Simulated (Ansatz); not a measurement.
Ca (hcp (Mg type), P6_3/mmc) at seven volumes, DFT-PBEsol in the program Ansatz with PAW potentials, shape and atoms relaxed at each. One row is withheld.

| V (Å³/atom) | P (GPa) |
|---|---|
| 37.096 | ? |
| 38.319 | 1.24 |
| 39.542 | 0.58 |
| 40.765 | 0.00 |
| 41.988 | -0.51 |
| 43.211 | -0.96 |
| 44.434 | -1.35 |

### Question
Fit the shown pressures and predict the withheld one.

### Answer
P = (3/2)B₀(x^(7/2) − x^(5/2))[1 + (3/4)(B′ − 4)(x − 1)] with x = (V₀/V)^(2/3). Least squares on the six rows gives V₀ = 40.764 Å³/atom, B₀ = 18.1 GPa, B′ = 3.33. At V = 37.096, x = 1.0649 and P = 1.99 GPa. The run itself gave 1.99 GPa.

The workflow started from an entry of the Crystallography Open Database (COD, 723 K), which files this formula under 3 space groups. It is not the phase usual at ambient conditions (space group No. 225). The cell was relaxed with PBEsol under the symmetry of its start; its stability against distortions is not shown here.

Potentials: the later of the program's two PAW sets.
